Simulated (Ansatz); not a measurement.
**Harmonic thermodynamics of ZrTi3C4**

Method: Ansatz, DFT PBE, scalar-relativistic, plane waves, PAW. Settings: 420 eV plane-wave cutoff, Γ-centred 8×8×12 mesh, Fermi-Dirac smearing of 0.15 eV. No spin polarisation. Phonons by linear response, acoustic sum rule imposed.

Equilibrium structure at this level:
```cif
data_structure
_symmetry_space_group_name_H-M 'Cmmm'
_symmetry_Int_Tables_number 65
_cell_length_a 6.2737
_cell_length_b 8.8690
_cell_length_c 3.1431
_cell_angle_alpha 90.000
_cell_angle_beta 90.000
_cell_angle_gamma 90.000
_cell_volume 174.89
loop_
_atom_site_label
_atom_site_type_symbol
_atom_site_symmetry_multiplicity
_atom_site_Wyckoff_symbol
_atom_site_fract_x
_atom_site_fract_y
_atom_site_fract_z
_atom_site_occupancy
Zr1 Zr 2 b 0.50000 0.00000 0.00000 1
Ti1 Ti 2 a 0.00000 0.00000 0.00000 1
Ti2 Ti 4 f 0.25000 0.25000 0.50000 1
C1 C 4 i 0.50000 0.74439 0.00000 1
C2 C 4 h 0.76137 0.00000 0.50000 1
```

The structure comes from a generated guess, relaxed at this level; another structure or a mixture of phases may lie lower. In a metal, frequencies and elastic constants depend on the k mesh and the smearing, soft modes and shear constants most. The q mesh is coarse, so values between its points are rough.

Force constants from linear response on a 1×1×2 q mesh, interpolated to a fine mesh.

**Question.** What is the zero-point energy per atom?

**Answer.** 76.7 meV.

**Question.** How large are the vibrational entropy and heat capacity at 300 K?

**Answer.** S = 1.70 k_B and C_V = 2.16 k_B per atom, 72 % of the Dulong–Petit value.

**Question.** Tabulate them against temperature.

**Answer.**
```tsv
T (K)	F_vib (meV/atom)	S (k_B/atom)	C_V (k_B/atom)
100	76.3	0.21	0.57
200	71.5	0.94	1.57
300	60.0	1.70	2.16
400	42.5	2.37	2.47
500	19.5	2.94	2.64
600	-7.9	3.43	2.74
700	-39.3	3.85	2.80
800	-74.2	4.23	2.85
900	-112.2	4.57	2.88
1000	-152.9	4.87	2.90
```
